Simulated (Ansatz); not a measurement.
# SnO: the gap under strain

SnO, P4/nmm, a = 3.808 Å, c = 4.936 Å. Ansatz: r2SCAN, PAW, 500 eV, Γ-centred 10×10×8 mesh on 4 atoms, Gaussian smearing 0.01 eV; no spin polarisation. Series: biaxial strain in the a-b plane, c and atoms relaxed; x is the strain in per cent. The gap is sought over the whole zone.

```
x (%) gap y (eV)
 -6.0           ?
 -4.0       0.141
 -2.0       0.145
  0.0       0.363
  2.0       0.650
  4.0       0.926
  6.0       1.166
```

Task: Fit y = E0 + c1 x + c2 x² to the other rows, give the deformation potential for this strain, and predict the missing gap.

Result: Least squares on the rows shown. y = 0.3871 + 0.09818 x + 0.006304 x². The deformation potential is 100 c1 = 9.82 eV per unit strain. The two rows next to zero alone give 12.62 eV per unit strain, the better figure for small strains. With a term in x³ added, the coefficient of x becomes 0.1278, 30 % more, which shows how far this figure hangs on the form. At x = -6.0 the fit asked for gives 0.025 eV. The run gave 0.730 eV, so the fit is 0.705 eV too low, 69 % of the span of the series, against an rms of 0.046 eV on the fitted rows. The row lies outside the fitted range. With a term in x³ added, a fit to the same known rows predicts 0.373 eV, which recovers part of the miss; the known rows don't hold the rest. Also, a band edge changes its point in the zone among the fitted rows, which can bend the series.

Semilocal functionals give gaps under the measured ones; changes of the gap mostly carry over better.